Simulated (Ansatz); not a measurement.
**Zincblende alloy of AlP and GaP (14 of 32 Al sites exchanged), 64 atoms**

Ansatz, PAW, plane waves. PBEsol relaxation of volume and atoms (shape held) at the single k point (¼, ¼, ¼) without its symmetry partners; single points on the relaxed atoms at the Γ point alone, onto which points of the small cell's zone fold. Arrangement: random. No spin–orbit coupling unless named.

Relaxed structure:

```cif
data_structure
_symmetry_space_group_name_H-M 'P 1'
_symmetry_Int_Tables_number 1
_cell_length_a 10.9145
_cell_length_b 10.9145
_cell_length_c 10.9145
_cell_angle_alpha 90.000
_cell_angle_beta 90.000
_cell_angle_gamma 90.000
_cell_volume 1300.21
loop_
_atom_site_label
_atom_site_type_symbol
_atom_site_fract_x
_atom_site_fract_y
_atom_site_fract_z
_atom_site_occupancy
Al1 Al 0.99980 0.99938 0.99951 1
Al2 Al 0.99938 0.99955 0.49944 1
Al3 Al 0.00009 0.49979 0.99938 1
Al4 Al 0.99979 0.49962 0.49967 1
Al5 Al 0.49992 0.99993 0.49957 1
Al6 Al 0.49915 0.49972 0.99940 1
Al7 Al 0.49970 0.49945 0.49970 1
Al8 Al 0.24967 0.74949 0.50018 1
Al9 Al 0.75024 0.24918 0.99947 1
Al10 Al 0.74971 0.74990 0.99973 1
Al11 Al 0.24954 0.99972 0.24921 1
Al12 Al 0.24987 0.99952 0.74974 1
Al13 Al 0.74963 0.99989 0.74911 1
Al14 Al 0.74981 0.49970 0.25001 1
Al15 Al 0.74953 0.49974 0.74933 1
Al16 Al 0.00030 0.24935 0.24947 1
Al17 Al 0.49956 0.24919 0.24993 1
Al18 Al 0.49988 0.74957 0.24949 1
Ga1 Ga 0.49980 0.00005 0.99943 1
Ga2 Ga 0.25063 0.25018 0.99946 1
Ga3 Ga 0.25012 0.25053 0.50049 1
Ga4 Ga 0.25011 0.74985 0.99991 1
Ga5 Ga 0.75040 0.24978 0.50031 1
Ga6 Ga 0.75038 0.75005 0.50007 1
Ga7 Ga 0.24927 0.50001 0.24985 1
Ga8 Ga 0.24994 0.49982 0.74976 1
Ga9 Ga 0.74965 0.99962 0.25018 1
Ga10 Ga 0.00098 0.24992 0.74968 1
Ga11 Ga 0.99990 0.74970 0.24967 1
Ga12 Ga 0.00044 0.74941 0.74999 1
Ga13 Ga 0.49987 0.24953 0.75008 1
Ga14 Ga 0.50005 0.74971 0.75023 1
P1 P 0.12524 0.12493 0.12369 1
P2 P 0.12499 0.12488 0.62427 1
P3 P 0.12486 0.62485 0.12461 1
P4 P 0.12472 0.62428 0.62518 1
P5 P 0.62497 0.12410 0.12478 1
P6 P 0.62466 0.12529 0.62435 1
P7 P 0.62482 0.62450 0.12459 1
P8 P 0.62462 0.62514 0.62441 1
P9 P 0.37436 0.37518 0.12513 1
P10 P 0.37496 0.37470 0.62562 1
P11 P 0.37524 0.87514 0.12431 1
P12 P 0.37555 0.87460 0.62508 1
P13 P 0.87515 0.37497 0.12496 1
P14 P 0.87530 0.37444 0.62507 1
P15 P 0.87468 0.87489 0.12523 1
P16 P 0.87540 0.87431 0.62515 1
P17 P 0.37412 0.12482 0.37514 1
P18 P 0.37495 0.12472 0.87476 1
P19 P 0.37457 0.62454 0.37476 1
P20 P 0.37439 0.62503 0.87445 1
P21 P 0.87441 0.12485 0.37482 1
P22 P 0.87547 0.12469 0.87398 1
P23 P 0.87478 0.62508 0.37478 1
P24 P 0.87495 0.62496 0.87439 1
P25 P 0.12516 0.37467 0.37480 1
P26 P 0.12567 0.37471 0.87451 1
P27 P 0.12480 0.87463 0.37460 1
P28 P 0.12504 0.87420 0.87498 1
P29 P 0.62521 0.37429 0.37519 1
P30 P 0.62470 0.37462 0.87499 1
P31 P 0.62518 0.87458 0.37490 1
P32 P 0.62460 0.87525 0.87483 1
```

Task: What are the mean bond lengths by pair (pairs within 1.2 times the sum of covalent radii, less contacts 15 % beyond the pair's median; cation–cation pairs of compounds aside; long ionic contacts are cut short by that bound)?

Result: Al–P 2.365 ± 0.002 Å (standard deviation, 72 bonds); Ga–P 2.360 ± 0.002 Å (standard deviation, 56 bonds).

Task: What gap lies between the top filled and the lowest empty level in the single points?

Result: HSE06 2.27 eV (13 s on NVIDIA GB200). An indirect band minimum needn't fold onto Γ of this cell; where it doesn't, these gaps are too wide.
